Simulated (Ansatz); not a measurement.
Geometry optimisation in Ansatz: input, command and trajectory.

```yaml
crystal:
  lattice:
    - [5.2405538941, 0.0, 0.0]
    - [-2.620276947, 4.5384528022, 0.0]
    - [0.0, 0.0, 4.8925384333]
  atoms:
    - { symbol: Ta, position: [0.6667819904, 0.6667819904, 0.7528141821] }
    - { symbol: Ta, position: [0.0, 0.3332180096, 0.7528141821] }
    - { symbol: Ta, position: [0.3332180096, 0.0, 0.7528141821] }
    - { symbol: Ta, position: [0.3332180096, 0.3332180096, 0.2471858179] }
    - { symbol: Ta, position: [0.0, 0.6667819904, 0.2471858179] }
    - { symbol: Ta, position: [0.6667819904, 0.0, 0.2471858179] }
    - { symbol: "N", position: [0.6666666667, 0.3333333333, 0.5] }
    - { symbol: "N", position: [0.3333333333, 0.6666666667, 0.5] }
    - { symbol: "N", position: [0.0, 0.0, 0.0] }
basis:
  ecutwfc: 420
kpoints:
  mp_grid: { grid: [12, 12, 8] }
hamiltonian:
  xc: pbesol
scf:
  occupations: { method: gaussian, width: 0.1 }
output:
  forces: true
  stress: true
  eigenvalues: true
relax:
  adjacent_minimum: "off"
  f_tol: 0.008
  max_steps: 50
  cell: { stress_tol: 0.08, p_target: 4.0 }
```

```bash
ansatz run input.yaml --threads 2 --pin off --max-ram 5120MiB --backend cpu --events-out ev --progress --plain --runs-dir out
```

Level of theory: DFT PBEsol, scalar-relativistic, plane waves, PAW in Ansatz.

Of 4 frames 3 are shown, positions in Å and forces in eV/Å; the SCF threshold varies from step to step. Steps run on the plane waves of an earlier cell, with a Pulay correction in the pressure. The basis is chosen afresh for the last frame, the zero of the energies, and at times for earlier ones too; energy and pressure can step there, also at an unchanged geometry. Where two frames share a geometry here, they differ by under 2 meV/atom and 0.3 GPa. The relaxation lowers the enthalpy F + PV at the target pressure, so the free energy itself can rise. The mark taken_back stands on steps that the optimiser undid.

```xyz
9
Lattice="5.2406 0.0000 0.0000 -2.6203 4.5385 0.0000 0.0000 0.0000 4.8925" Properties=species:S:1:pos:R:3:forces:R:3 pbc="T T T" step=1 free_energy_over_end_meV_per_atom=0.03 pressure_GPa=4.04
Ta    1.7472    3.0262    3.6832   -0.0031   -0.0055    0.0210
Ta   -0.8731    1.5123    3.6832   -0.0031    0.0055    0.0210
Ta    1.7462    0.0000    3.6832    0.0063    0.0000    0.0210
Ta    0.8731    1.5123    1.2094    0.0031    0.0055   -0.0210
Ta   -1.7472    3.0262    1.2094    0.0031   -0.0055   -0.0210
Ta    3.4943    0.0000    1.2094   -0.0063    0.0000   -0.0210
N     2.6203    1.5128    2.4463    0.0000    0.0000    0.0000
N     0.0000    3.0256    2.4463    0.0000    0.0000    0.0000
N     0.0000    0.0000    0.0000    0.0000    0.0000    0.0000
9
Lattice="5.2404 0.0000 0.0000 -2.6202 4.5383 0.0000 0.0000 0.0000 4.8914" Properties=species:S:1:pos:R:3:forces:R:3 pbc="T T T" step=2 free_energy_over_end_meV_per_atom=0.15 pressure_GPa=4.09 taken_back
Ta    1.7462    3.0245    3.6846    0.0083    0.0144   -0.0412
Ta   -0.8740    1.5138    3.6846    0.0083   -0.0144   -0.0412
Ta    1.7480    0.0000    3.6846   -0.0166    0.0000   -0.0412
Ta    0.8740    1.5138    1.2067   -0.0083   -0.0144    0.0412
Ta   -1.7462    3.0245    1.2067   -0.0083    0.0144    0.0412
Ta    3.4924    0.0000    1.2067    0.0166    0.0000    0.0412
N     2.6202    1.5128    2.4457    0.0000    0.0000    0.0000
N     0.0000    3.0255    2.4457    0.0000    0.0000    0.0000
N     0.0000    0.0000    0.0000    0.0000    0.0000    0.0000
9
Lattice="5.2406 0.0000 0.0000 -2.6203 4.5385 0.0000 0.0000 0.0000 4.8929" Properties=species:S:1:pos:R:3:forces:R:3 pbc="T T T" step=4 free_energy_over_end_meV_per_atom=0.00 pressure_GPa=3.99
Ta    1.7469    3.0257    3.6842    0.0001    0.0003    0.0002
Ta   -0.8734    1.5128    3.6842    0.0001   -0.0003    0.0002
Ta    1.7468    0.0000    3.6842   -0.0003    0.0000    0.0002
Ta    0.8734    1.5128    1.2087   -0.0001   -0.0003   -0.0002
Ta   -1.7469    3.0257    1.2087   -0.0001    0.0003   -0.0002
Ta    3.4938    0.0000    1.2087    0.0003    0.0000   -0.0002
N     2.6203    1.5128    2.4464    0.0000    0.0000    0.0000
N     0.0000    3.0257    2.4464    0.0000    0.0000    0.0000
N     0.0000    0.0000    0.0000    0.0000    0.0000    0.0000
```

It took 95 s on 2 threads of Arm Neoverse V2, with other jobs on the host, peak memory 0.83 GiB.

Spin–orbit coupling is left out, which can shift energies with elements as heavy as these.